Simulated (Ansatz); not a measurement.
# Co: comparing deformations

Level of theory: DFT PBEsol, scalar-relativistic, plane waves, PAW in Ansatz. Settings: plane waves to 420 eV, k-mesh 30×30×16 (Γ-centred), Gaussian smearing 0.15 eV. Collinear spins, started from moments 1.8, 1.8 μB in atom order; the magnetic state may not be the lowest. Energies are free energies at this smearing, counted from the undisturbed cell; pressure is positive in compression.

The starting cell (relaxed at this level):

```
CELL_PARAMETERS angstrom
2.45642 0.00000 0.00000
-1.22821 2.12732 0.00000
0.00000 0.00000 3.96947
ATOMIC_POSITIONS crystal
Co 0.66667 0.33333 0.25000
Co 0.33333 0.66667 0.75000
```

The cell is strained by ε times a Voigt pattern (xx, yy, zz, yz, xz, xy; engineering shear) with fractional coordinates fixed. τ = (1/V0) dE/dε comes from the stress tensor. Of each scan, only the three points used here are listed.

| pattern | ε | τ (GPa) |
| --- | --- | --- |
| (1, 1, 0, 0, 0, 0) | -0.0100 | -12.90 |
| (1, 1, 0, 0, 0, 0) | 0.0000 | 0.01 |
| (1, 1, 0, 0, 0, 0) | 0.0050 | 5.97 |
| (0, 0, 1, 0, 0, 0) | -0.0100 | -4.90 |
| (0, 0, 1, 0, 0, 0) | 0.0000 | -0.03 |
| (0, 0, 1, 0, 0, 0) | 0.0050 | 2.27 |

Problem. Which constants do the scans give, and which deformation costs least for the same size of strain tensor?

Solution. The slope dτ/dε at zero (parabola through three points) is pᵀCp: (1, 1, 0, 0, 0, 0) gives C11 + C22 + 2 C12 = 1225 GPa; (0, 0, 1, 0, 0, 0) gives C33 = 468 GPa. The size of the strain tensor, ε:ε, is ε² times 2.0, 1.0. Per unit of it the stiffnesses are 613, 468 GPa, so (0, 0, 1, 0, 0, 0) is the softest of these: at ε:ε = (1 %)² the quadratic term costs 1.52 meV/atom against 1.98 for the stiffest. These are clamped-ion values.

In a metal these slopes depend on the k mesh and the smearing.

Cost: 11 runs of about 12 core-minutes in all, on Intel Xeon Platinum 8259CL (Skylake/Cascade Lake) (shared hosts).